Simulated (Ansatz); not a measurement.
Ca2Ge:
```cif
data_Ca2Ge
_chemical_formula_sum 'Ca2 Ge1'
_space_group_name_H-M_alt 'P 1'
_space_group_IT_number 1
_cell_length_a 5.03059
_cell_length_b 5.03059
_cell_length_c 5.03059
_cell_angle_alpha 60.000
_cell_angle_beta 60.000
_cell_angle_gamma 60.000
loop_
_space_group_symop_operation_xyz
  'x, y, z'
loop_
_atom_site_label
_atom_site_type_symbol
_atom_site_fract_x
_atom_site_fract_y
_atom_site_fract_z
_atom_site_occupancy
Ca1 Ca 0.75000 0.75000 0.75000 1
Ca2 Ca 0.25000 0.25000 0.25000 1
Ge1 Ge 0.00000 0.00000 0.00000 1
```

Relaxed with PBEsol.

Task: Tabulate the valence density and the electron localisation function along the shortest Ca–Ca contact (3.56 Å), DFT-PBEsol in the program Ansatz with PAW potentials.

Result: 

```tsv
distance from Ca (Å)	density (e/Å³)	ELF
0.36	5.37	0.84
0.53	3.45	0.86
0.71	1.69	0.82
0.89	0.65	0.63
1.07	0.24	0.23
1.25	0.10	0.05
1.42	0.07	0.04
1.60	0.06	0.07
1.78	0.06	0.09
1.96	0.06	0.07
2.13	0.07	0.04
2.31	0.10	0.05
2.49	0.24	0.23
2.67	0.65	0.63
2.85	1.69	0.82
3.02	3.45	0.86
3.20	5.37	0.84
```

The density is the valence pseudo-density with augmentation charge, so density and ELF within about 1 Å of a nucleus are not all-electron values.

Space group Fm-3m (anti-fluorite). The workflow started from a Materials Project entry (that database holds measured and hypothetical structures alike); the Crystallography Open Database copy checked does not list it. COD files the formula under space group No. 186. Its standing as an ambient phase is unchecked. Symmetry was held in the PBEsol relaxation; its stability against distortions is not shown here.

Potentials: the later of the program's two PAW sets.
